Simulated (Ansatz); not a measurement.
## Re: field gradients at two levels of theory

Cell: a COD entry, whose atoms a relaxation with PBE at fixed cell left in place.

```
Re
1.0
     2.76080    0.00000    0.00000
    -1.38040    2.39092    0.00000
     0.00000    0.00000    4.45820
Re
2
Direct
  0.33333 0.66667 0.25000
  0.66667 0.33333 0.75000
```

Atom numbers follow the list; atoms alike are taken as one site, whose name carries the number of the first.

First run. All values are calculated (Ansatz; DFT, PBE, plane waves and PAW, scalar-relativistic, 420 eV cutoff, Γ-centred 14×14×8 k-points, Fermi–Dirac smearing 0.05 eV), not measured.

```tsv
site	atom	V_zz (10²¹ V/m²)	η
Re	1	-6.38	0.00
```

Second run. The same atoms and settings, except that the functional is r2SCAN and the cutoff is 500 eV.

Q: Given the first result, estimate the second.

A: 

| site | atom | V_zz | η | change of V_zz |
| --- | --- | --- | --- | --- |
| Re | 1 | -6.93 | 0.00 | -0.55 |

The largest change of V_zz is on Re, from -6.38 to -6.93.

With no gap above 0.1 eV, as in a metal, the gradients converge slowly in k; expect changes of a tenth or more on a denser mesh. Spin–orbit coupling is left out, which shifts gradients on Re by a few per cent in wide-gap crystals, and can shift them far more where the calculated gap is small or absent, as here.
For the first run: At this cell the PBE pressure is 6 GPa, so with PBE the cell would grow if it were relaxed.
